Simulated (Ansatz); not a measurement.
CdGeAs₂ (chalcopyrite, I-42d) at seven volumes, HSE06 in the plane-wave PAW code Ansatz, shape and atoms relaxed at each. One row is withheld.

```json
[
 {"V (Å³/atom)": "23.045", "P (GPa)": "7.21"},
 {"V (Å³/atom)": "23.805", "P (GPa)": "4.39"},
 {"V (Å³/atom)": "24.565", "P (GPa)": "?"},
 {"V (Å³/atom)": "25.324", "P (GPa)": "0.00"},
 {"V (Å³/atom)": "26.084", "P (GPa)": "-1.71"},
 {"V (Å³/atom)": "26.844", "P (GPa)": "-3.14"},
 {"V (Å³/atom)": "27.603", "P (GPa)": "-4.30"}
]
```

Fit the shown pressures and predict the withheld one.

Third-order Birch–Murnaghan: P = (3/2)B₀(x^(7/2) − x^(5/2))[1 + (3/4)(B′ − 4)(x − 1)] with x = (V₀/V)^(2/3). Least squares on the six rows gives V₀ = 25.320 Å³/atom, B₀ = 61.31 GPa, B′ = 4.74. At V = 24.565, x = 1.0204 and P = 1.99 GPa. The run itself gave 2.01 GPa.

Symmetry was held in the HSE06 relaxation.

Potentials: the later of the program's two PAW sets.
